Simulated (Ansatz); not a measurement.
## Hf3ZrTe8: rattling a relaxed structure

The cell was found from a structure generator's guess, not taken from experiment.

Computed with Ansatz, DFT PBE, scalar-relativistic, plane waves, PAW. Cutoff 420 eV; k points 4×10×4 on the computed 12-atom cell (Γ-centred); Gaussian smearing, width 0.10 eV; no spin polarisation.

The cell below (12 atoms, space group P2/m (No. 10)) is relaxed within its symmetry.

```
Zr Hf Te
1.0
     9.94410    0.00000    0.00000
     0.00000    3.96916    0.00000
    -0.37504    0.00000    9.94408
Zr Hf Te
1 3 8
Direct
  0.50000 0.50000 0.50000
  0.74944 0.00000 0.74925
  0.00000 0.50000 0.00000
  0.25056 0.00000 0.25075
  0.79286 0.00000 0.03981
  0.04276 0.50000 0.28980
  0.29019 0.00000 0.54010
  0.54304 0.50000 0.79170
  0.45696 0.50000 0.20830
  0.70981 0.00000 0.45990
  0.95724 0.50000 0.71020
  0.20714 0.00000 0.96019
```

For the test it was strained at random (σ = 1.5 % a component), the atoms were moved at random (σ = 0.10 Å), and all was relaxed again on a coarse 6×2×2 mesh (in the run’s order of axes) with 0.20 eV smearing, with no symmetry imposed.

Weakly bound directions are ill-defined at this level, which has no dispersion term. These runs have no spin–orbit coupling, which can matter for Hf and Te.

Question: Does it come back?

Answer: It returns, within 1 meV/atom of the unmoved cell on that mesh and with the same symmetry when read at 0.1 Å (P1 at 0.01 Å, so small strains and shifts remain). So it is stable against the distortions that fit this cell and that this random move excites. Modes that don't fit the cell aren't tested.
